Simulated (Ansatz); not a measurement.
An Ansatz (an electronic-structure program) run. Input:

Ansatz 0.2 input:
```yaml
crystal:
  lattice:
    - [0.0, 4.1968998551, 5.1121192183]
    - [3.5295246743, 0.0, 5.1121192183]
    - [3.5295246743, 4.1968998551, 0.0]
  atoms:
    - { symbol: In, position: [0.7995921438, 0.2004078562, 0.7995921438] }
    - { symbol: In, position: [0.2004078562, 0.7995921438, 0.2004078562] }
    - { symbol: In, position: [0.4504078562, 0.0495921438, 0.4504078562] }
    - { symbol: In, position: [0.0495921438, 0.4504078562, 0.0495921438] }
    - { symbol: O, position: [0.1365378341, 0.1365378341, 0.8634621659] }
    - { symbol: O, position: [0.8634621659, 0.8634621659, 0.1365378341] }
    - { symbol: O, position: [0.1134621659, 0.1134621659, 0.3865378341] }
    - { symbol: O, position: [0.3865378341, 0.3865378341, 0.1134621659] }
    - { symbol: F, position: [0.625, 0.625, 0.625] }
    - { symbol: F, position: [0.625, 0.625, 0.125] }
    - { symbol: F, position: [0.125, 0.625, 0.625] }
    - { symbol: F, position: [0.625, 0.125, 0.625] }
kpoints:
  mp_grid: { grid: [5, 5, 5] }
hamiltonian:
  xc: r2scan
  pseudopotentials: { kind: paw }
scf:
  occupations: { method: fixed }
output:
  optics: { e_range: [0.0, 15.0], de: 0.05, sigma: 0.1, bands: { spectra_wanted_up_to: 12 eV } }
```

Output (shortened):

```
output.optics: the spectra are integrated over the Brillouin zone by k·p interpolation around the k-points, where levels, occupations, output.optics.sigma and …
Pseudopotential: In, paw, valence charge 13
Pseudopotential: O, paw, valence charge 6
Pseudopotential: F, paw, valence charge 7
Functional definition: r2SCAN
Crystal: 12 atoms, lattice volume = 151.452 Å³
Basis set: ecut = 500 eV, 3829 PW (Γ), exchange–correlation on 200×192×160 points (64 copies of the dense FFT grid, shifted against one another)
Bands: 64, of which v1, the nominal top of the filled ones, is band 52 counted from 1 (51 counted from 0)
Symmetry: 8 space group operations
Space group: Fddd (ITA 70), of the structure as read, at distance tolerance 5.3e-5 Å
k-points: 27 of 125
SCF iter   1: F=—  HF=-27966.111637 eV  |F-HF|=—  |Δ(HF+E_count)|=         —  Δρ=1.16e-2  dr2=1.50e-1  dr2_τ=3.62e-1  ethr=1.77e-3  ⟨swp⟩=5.0  Hψ=5715  notcnv=0  defer=268
preconditioner: auto → Resta (q_TF=auto, 2.563 Å⁻¹)
SCF iter   2: F=—  HF=-27966.275918 eV  |F-HF|=—  |Δ(HF+E_count)|=   1.64e-1  Δρ=6.03e-3  dr2=3.01e-2  dr2_τ=2.81e-3  ethr=1.44e-4  ⟨swp⟩=2.3  Hψ=3441  notcnv=0  defer=266
SCF iter   3: F=—  HF=-27966.274010 eV  |F-HF|=—  |Δ(HF+E_count)|=   1.91e-3  Δρ=1.40e-3  dr2=2.05e-3  dr2_τ=2.24e-4  ethr=2.89e-5  ⟨swp⟩=3.0  Hψ=2770  notcnv=0  defer=270
SCF iter   4: F=—  HF=-27966.273958 eV  |F-HF|=—  |Δ(HF+E_count)|=   5.22e-5  Δρ=5.38e-4  dr2=2.50e-4  dr2_τ=4.14e-5  ethr=1.98e-6  ⟨swp⟩=2.0  Hψ=2986  notcnv=0  defer=270
SCF iter   5: F=—  HF=-27966.273937 eV  |F-HF|=—  |Δ(HF+E_count)|=   2.16e-5  Δρ=1.37e-4  dr2=2.14e-5  dr2_τ=3.70e-6  ethr=2.41e-7  ⟨swp⟩=2.0  Hψ=2932  notcnv=0  defer=213
SCF iter   6: F=—  HF=-27966.273939 eV  |F-HF|=—  |Δ(HF+E_count)|=   2.81e-6  Δρ=3.92e-5  dr2=2.27e-6  dr2_τ=2.27e-7  ethr=2.06e-8  ⟨swp⟩=2.0  Hψ=2194  notcnv=0  defer=200
SCF iter   7: F=—  HF=-27966.273969 eV  |F-HF|=—  |Δ(HF+E_count)|=   2.93e-5  Δρ=1.01e-5  dr2=2.12e-7  dr2_τ=9.88e-9  ethr=2.18e-9  ⟨swp⟩=2.0  Hψ=2824  notcnv=0  defer=200
SCF iter   8: F=—  HF=-27966.273969 eV  |F-HF|=—  |Δ(HF+E_count)|=   9.01e-9  Δρ=2.12e-6  dr2=8.96e-9  dr2_τ=5.33e-10  ethr=2.03e-10  ⟨swp⟩=2.1  Hψ=2718  notcnv=0  defer=200
SCF iter  11: F=-27966.273969 eV  HF=-27966.273969 eV  |F-HF|=1.46e-11  |Δ(HF+E_count)|=  3.64e-11  Δρ=2.73e-8  dr2=7.11e-13  dr2_τ=6.09e-14  ethr=1.00e-12  ⟨swp⟩=10.3  Hψ=6522  notcnv=0
SCF 1 converged in 11 iterations: F = -27966.273969 eV  dr2 = 7.11e-13
NSCF: frozen V_eff on 27 k-points
Optics k sum: 0 of 27 k-points
Optics k sum: 2 of 27 k-points
Optics k sum: 3 of 27 k-points
Optics k sum: 5 of 27 k-points
Optics k sum: 6 of 27 k-points
Optics k sum: 7 of 27 k-points
Optics k sum: 9 of 27 k-points
Optics k sum: 10 of 27 k-points
Optics k sum: 11 of 27 k-points
Optics k sum: 13 of 27 k-points
Optics k sum: 14 of 27 k-points
Optics k sum: 15 of 27 k-points
Optics k sum: 17 of 27 k-points
Optics k sum: 18 of 27 k-points
Optics k sum: 19 of 27 k-points
Optics k sum: 21 of 27 k-points
Optics k sum: 22 of 27 k-points
Optics k sum: 23 of 27 k-points
Optics k sum: 25 of 27 k-points
Optics k sum: 26 of 27 k-points
Optics k sum: 27 of 27 k-points
Optics k sum: 0 of 27 k-points
Optics k sum: 2 of 27 k-points
Optics k sum: 3 of 27 k-points
Optics k sum: 5 of 27 k-points
Optics k sum: 6 of 27 k-points
Optics k sum: 7 of 27 k-points
Optics k sum: 9 of 27 k-points
Optics k sum: 10 of 27 k-points
Optics k sum: 11 of 27 k-points
Optics k sum: 13 of 27 k-points
Optics k sum: 14 of 27 k-points
Optics k sum: 15 of 27 k-points
Optics k sum: 17 of 27 k-points
Optics k sum: 18 of 27 k-points
Optics k sum: 19 of 27 k-points
Optics k sum: 21 of 27 k-points
Optics k sum: 22 of 27 k-points
Optics k sum: 23 of 27 k-points
Optics k sum: 25 of 27 k-points
Optics k sum: 26 of 27 k-points
Optics k sum: 27 of 27 k-points
NSCF: frozen V_eff on 1 k-points
NSCF: frozen V_eff on 1 k-points
NSCF: frozen V_eff on 1 k-points
NSCF: frozen V_eff on 1 k-points
NSCF: frozen V_eff on 1 k-points
NSCF: frozen V_eff on 1 k-points
NSCF: frozen V_eff on 1 k-points
output.optics: what the bands over the 94 summed would add to eps1, eps2 and the energy-loss function is held between a lower and an upper bound (8 Lanczos …
SCF converged after 11 iterations
Free energy (F): -27966.273969 eV
Harris-Foulkes:  -27966.273969 eV  (|F-HF|=1.46e-11)
Internal energy: -27966.273969 eV  (E = F + TS)
E sigma→0 (E₀):  -27966.273969 eV
Fermi energy:    7.011271 eV
--- Per-component energies (eV) ---
  E_band       = -229.409583
  E_kinetic    = 2520.895585
  E_local      = -7631.273439  (includes V_loc(G=0)·N_el)
  E_nonlocal   = 1973.305807
  E_hartree    = 2921.501942
  E_xc         = -1405.203402
  E_vxc        = -1300.152164  (∫ρ·V_xc dr)
  E_paw        = -18221.382344  (= ΣΔE_a)
  E_vpaw       = -1723.384375  (= ΣTr[D̂ρ^β])
  E_aug_tail   = 0.008212  (compensation charges beyond the density's cutoff)
  E_vtau       = 88.186854  (kinetic-family band-sum trace: ∫τ·v_τ [+ j·A + Jᵃ·Aᵃ] dr)
  E_ewald      = -8127.735184
  E_core_change = 3.608854  (= ΣΔE_core)
  E_smearing   =  0.000000  (= −TS)
  E_closure    = 0.000000  (closes the sum)
  Σ components = -27966.273969   (vs F -27966.273969, Δ=0.00e0)
  [band-id]    e_kinetic+e_local+e_nonlocal+2·e_hartree+e_vxc+e_vpaw+e_augmentation_tail+e_vtau = -229.409636   (vs E_band -229.409583, Δ=-5.34e-5)
--- Band table (eV; the first three rows and the last of 27) ---
  k-point 0: bands = ["-16.1634", "-15.9957", "-15.8026", "-15.7884", "-11.4333", "-10.9067", "-10.8137", "-10.5023", "-5.8445", "-5.8323", "-5.7697", "-5.7379", "-5.7153", "-5.6822", "-5.6522", "-5.5719", "-5.5290", "-5.5038", "-5.4639", "-5.4562", …
  k-point 1: bands = ["-16.1393", "-15.9907", "-15.8252", "-15.7939", "-11.3805", "-10.8998", "-10.8465", "-10.5593", "-5.8468", "-5.8051", "-5.7695", "-5.7249", "-5.6942", "-5.6545", "-5.6276", "-5.5702", "-5.5506", "-5.4897", "-5.4804", "-5.4419", …
  k-point 2: bands = ["-16.0957", "-15.9634", "-15.8924", "-15.7960", "-11.2594", "-10.9273", "-10.8818", "-10.6668", "-5.8244", "-5.8002", "-5.7338", "-5.7075", "-5.6587", "-5.6179", "-5.6096", "-5.6002", "-5.5487", "-5.4961", "-5.4734", "-5.4537", …
  k-point 26: bands = ["-16.0738", "-16.0481", "-15.8238", "-15.7970", "-11.1658", "-11.1245", "-10.7553", "-10.7067", "-5.7884", "-5.7812", "-5.7512", "-5.7470", "-5.6539", "-5.6538", "-5.6381", "-5.6181", "-5.5687", "-5.5411", "-5.4820", "-5.4676", …
```

Cost: around 9 core-minutes (rough) on shared cores.

The first step of the workflow began from a Materials Project structure, measured or hypothetical; the Crystallography Open Database files this formula in space group No. 70, but the cells were not matched. Whether it is the stable phase at ambient conditions was not checked. The cell was relaxed with r²SCAN under the symmetry of its start; whether a distortion lowers the energy is not shown. Spin–orbit coupling is left out wherever it is not named.

Potentials: the later of the program's two PAW sets.

Ansatz is a plane-wave DFT program.
